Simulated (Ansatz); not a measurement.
Sb:
```cif
data_Sb2
_chemical_formula_sum 'Sb2'
_space_group_name_H-M_alt 'P 1'
_space_group_IT_number 1
_cell_length_a 4.45279
_cell_length_b 4.45279
_cell_length_c 4.45279
_cell_angle_alpha 58.066
_cell_angle_beta 58.066
_cell_angle_gamma 58.066
loop_
_space_group_symop_operation_xyz
  'x, y, z'
loop_
_atom_site_label
_atom_site_type_symbol
_atom_site_fract_x
_atom_site_fract_y
_atom_site_fract_z
_atom_site_occupancy
Sb1 Sb 0.26432 0.26432 0.26432 1
Sb2 Sb 0.73568 0.73568 0.73568 1
```

Relaxed with PBEsol. PBEsol (plane waves, PAW; program Ansatz) gives no gap.

Task: What gap does HSE06 give on the same cell (Ansatz, PAW)?

Result: It stays without a gap at the points solved. The hybrid was solved on a coarser mesh and at special points; its gap is the smallest among all of these. On such a mesh it can open a false gap in a semimetal.

| k | v1 PBEsol | c1 PBEsol | v1 HSE06 | c1 HSE06 |
|---|---|---|---|---|
| Γ | -1.59 | 2.54 | ? | ? |
| T | -0.26 | 0.19 | ? | ? |
| L | -0.09 | 0.03 | ? | ? |
| F | -3.49 | 1.79 | ? | ? |
| S0 | -2.69 | 3.09 | -3.01 | 3.54 |
| H0 | -0.36 | 0.82 | -0.48 | 1.09 |

Task: Top valence (v1) and lowest conduction level (c1) in eV from each method's valence maximum (which need not be a listed point): supply the withheld HSE06 values.

Result: 
- Γ, v1 HSE06: -1.88
- Γ, c1 HSE06: 2.95
- T, v1 HSE06: 0.00
- T, c1 HSE06: 0.30
- L, v1 HSE06: -0.17
- L, c1 HSE06: 0.28
- F, v1 HSE06: -4.00
- F, c1 HSE06: 2.10

Cost on shared cores: the PBEsol run (SCF on a 12×12×12 mesh, then bands and DOS) roughly 30 core-seconds, the HSE06 run (SCF on 6×6×6, then a few points) around 90 core-seconds (rough); the tasks are unlike.

Space group R-3m (A7 (α-As type)). The PBEsol relaxation kept the symmetry of its start; of distortions, only those at the zone centre were tested. Scalar-relativistic: spin–orbit coupling is off unless named, which matters more the heavier the elements.

Potentials: the earlier of the program's two PAW sets.
